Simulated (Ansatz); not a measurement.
Zr3N4 (space group I-43d)

```
Zr3N4
1.0
   -3.39128     3.39128     3.39128
    3.39128    -3.39128     3.39128
    3.39128     3.39128    -3.39128
Zr N
6 8
Direct
  0.87500   0.12500   0.75000
  0.62500   0.37500   0.25000
  0.75000   0.87500   0.12500
  0.25000   0.62500   0.37500
  0.12500   0.75000   0.87500
  0.37500   0.25000   0.62500
  0.63394   0.63394   0.63394
  0.36606   0.50000   0.00000
  0.50000   0.00000   0.86606
  0.00000   0.36606   0.50000
  0.86606   0.50000   0.00000
  0.13394   0.13394   0.13394
  0.00000   0.86606   0.50000
  0.50000   0.00000   0.36606
```

The volume is varied about the relaxed value V₀ at fixed cell shape. The atoms relax within the cell's symmetry.

Level of theory: PBE (plane waves to 420 eV, PAW, scalar-relativistic; Ansatz, a first-principles code). k mesh 6×6×6 (Γ-centred), Fermi-Dirac smearing 0.05 eV. E stands for the smeared free energy. Stress and pressure are positive under compression. Zr3N4 is run without spin polarisation. Zr3N4 was relaxed with its symmetry unable to fall. The zero of ΔE is the relaxed starting cell.

The scan covers V/V₀ from 0.900 to 1.100 in 9 points.

Problem. What is ΔE at V/V₀ = 1.100?

Solution. 44.8 meV/atom.

Problem. What is ΔE at V/V₀ = 0.900?

Solution. 91.6 meV/atom.

(A scan under strain: stresses follow from slopes of the energy per volume, elastic moduli from its curvatures.)
